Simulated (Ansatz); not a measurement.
TePt:
Space group Pmma (No. 51); a = 3.601 Å, b = 3.494 Å, c = 7.234 Å, α = β = γ = 90.00°

```
atom  site  symmetry       x       y       z
----  ----  --------  ------  ------  ------
Pt      2e       mm2  0.7500  0.0000  0.1439
Te      2f       mm2  0.2500  0.5000  0.2787
```

Relaxed at zero pressure with plane-wave PAW PBEsol (Ansatz code).

Q: The volume is lowered by 3 % and shape and atoms relax at that volume. What pressure results, and how do the axes share the change?

A: 1.5 GPa; a 0.1 %, b -0.5 %, c -2.7 %; the energy rises by 3 meV/atom.

Q: Give the new structure.

A: 
Space group Pmma (No. 51); a = 3.606 Å, b = 3.477 Å, c = 7.042 Å, α = 90.00°, β = 90.00°, γ = 90.00°

```csv
atom,site,symmetry,x,y,z
Pt,2e,mm2,0.7500,0.0000,0.1464
Te,2f,mm2,0.2500,0.5000,0.2842
```

The phase is kept; no other phase was compared at this pressure.

The start of the workflow was typed in or built on a structure type; neither database checked (COD, Materials Project) lists it. COD files the formula under space group No. 166, 194. Whether it is the stable phase at ambient conditions was not checked. The cell was relaxed with PBEsol under the symmetry of its start; its stability against distortions is not shown here. No spin polarisation was allowed. The volume moved by 16 % from the start of the relaxation. Scalar-relativistic: spin–orbit coupling is off unless named, which matters more the heavier the elements.

Potentials: the earlier of the program's two PAW sets. The files were generated under PBE; for other functionals the program regenerates the frozen cores, and for LDA and PBEsol the local potential too.
